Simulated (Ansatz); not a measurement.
### Question
Each is relaxed and computed with DFT-HSE06 in the program Ansatz with PAW potentials. Which alone has a direct gap?
A. SrBiIO2, Cmcm (Sr on 4c, Bi on 4c, I on 4c, O on 8e)
B. La2MgNiO6, R-3 (La on 6c, Mg on 3b, Ni on 3a, O on 18f)
C. FePO4, Cmcm (Fe on 4a, P on 4c, O on 8f, O on 8g)
D. VPO4, Cmcm (V on 4b, P on 4c, O on 8g, O on 8f)

### Answer
C, FePO4, Cmcm (Fe on 4a, P on 4c, O on 8f, O on 8g). FePO4: gap 3.45 eV (direct); VPO4: gap 3.33 eV (indirect); SrBiIO2: gap 3.91 eV (indirect); La2MgNiO6: gap 2.77 eV (indirect). Spin orders computed, not proven ground states: FePO4, Cmcm (Fe on 4a, P on 4c, O on 8f, O on 8g) antiferromagnetic; VPO4, Cmcm (V on 4b, P on 4c, O on 8g, O on 8f) antiferromagnetic. Standing as an ambient phase not checked: FePO4, Cmcm (Fe on 4a, P on 4c, O on 8f, O on 8g); VPO4, Cmcm (V on 4b, P on 4c, O on 8g, O on 8f); SrBiIO2, Cmcm (Sr on 4c, Bi on 4c, I on 4c, O on 8e); La2MgNiO6, R-3 (La on 6c, Mg on 3b, Ni on 3a, O on 18f). Perhaps ordered models of mixed-site phases: La2MgNiO6, R-3 (La on 6c, Mg on 3b, Ni on 3a, O on 18f). All cells were relaxed under the symmetry of their starts (and spin orders); stability against distortions was not tested throughout. Cells of antiferromagnets are given as chemical subcells. Rows with no word on spin ran without spin polarisation. Scalar-relativistic: spin–orbit coupling is off unless named, which matters more the heavier the elements.

Potentials: the later of the program's two PAW sets.
